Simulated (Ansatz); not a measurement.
The start is a relaxed CeO2 cell, doubled along one cell vector, shaken by Gaussian noise of σ = 0.08 Å a coordinate. A full variable-cell relaxation at zero pressure is run with r2SCAN (plane waves to 500 eV, PAW, scalar-relativistic; Ansatz, a quantum-chemistry and plane-wave program). The first steps use a coarse 4×7×6 k-mesh.

Input geometry:
```yaml
crystal:
  lattice:
    - [6.87172, 0.00000, 0.00000]
    - [0.00000, 3.43586, 0.00000]
    - [0.00000, 0.00000, 4.14795]
  atoms:
    - { symbol: Ce, position: [0.25169, 0.49673, 0.00545] }
    - { symbol: Ce, position: [0.75928, 0.50066, 0.98740] }
    - { symbol: O, position: [0.01406, 0.99012, 0.99271] }
    - { symbol: O, position: [0.48352, 0.03614, 0.02687] }
    - { symbol: O, position: [0.26528, 0.52411, 0.48416] }
    - { symbol: O, position: [0.76400, 0.48419, 0.51244] }
```

How do the shortest distances between atoms change?

The closest pairs of elements (up to four, under 3.6 Å), start → end: Ce–O 1.97 → 2.26 Å; O–O 2.94 → 2.71 Å; Ce–Ce 3.38 → 3.72 Å.

What does it relax into? Give the structure.


Space group P6₃mc (No. 186); a = 3.7152 Å, b = 3.7152 Å, c = 6.8872 Å, α = 90.00°, β = 90.00°, γ = 120.00°

```
atom  site  symmetry       x       y       z
----  ----  --------  ------  ------  ------
Ce      2b       3m.  0.6667  0.3333  0.1839
O       2b       3m.  0.3333  0.6667  0.0470
O       2a       3m.  0.0000  0.0000  0.2880
```

Final values are on a 10×10×5 k-mesh of the relaxed cell. The start holds a very short contact (O–Ce 1.97 Å). No spin polarisation in the result. The d or f electrons are treated with no Hubbard U. The f-shell occupation is the one the SCF fell into and was not checked against other states.

The relaxed structure here is a generated cell of CeO2: the first start was made by a random draw of sites in a space group, and the end was not matched to a known phase here, so it may be hypothetical. Known forms of CeO2 include space group No. 225.
